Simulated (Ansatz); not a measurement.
MoS2:
```xyz
3
Lattice="3.1722 0.0000 0.0000 -1.5861 2.7472 0.0000 0.0000 0.0000 6.8686" Properties=species:S:1:pos:R:3 pbc="T T T"
Mo     0.0000     0.0000     0.0000
S      0.0000     1.8315     1.5543
S      0.0000     1.8315     5.3143
```

Tensor components refer to the Cartesian frame of this cell.

Task: Give the high-frequency dielectric tensor and the Born effective charge tensors of the independent atoms from DFPT, r²SCAN+D4 (plane waves, PAW; program Ansatz).

Result: 
ε∞:
```
13.2  0.00  0.00
0.00  13.2  0.00
0.00  0.00  3.95
```
Z* of atom 1 (Mo), rows: field, columns: displacement, in e:
```
-0.87   0.00   0.00
 0.00  -0.87   0.00
 0.00   0.00  -0.26
```
Z* of atom 2 (S), rows: field, columns: displacement, in e:
```
0.43  0.00  0.00
0.00  0.43  0.00
0.00  0.00  0.13
```

Static charges for comparison (Bader): Mo1 +1.32, S2 -0.66 e. Born charges measure polarisation by displacement and can exceed these by far.

Space group P-6m2. The first step of the workflow began from a Materials Project structure, measured or hypothetical; the Crystallography Open Database copy checked does not list it. It is not the phase usual at ambient conditions (space group No. 160, 194). The cell keeps a stress of up to 0.2 GPa. The cell was relaxed with r²SCAN+D4 under the symmetry of its start. At this level the phase is mechanically unstable. No spin polarisation was allowed. Scalar-relativistic: spin–orbit coupling is off unless named, which matters more the heavier the elements.

Potentials: the later of the program's two PAW sets.
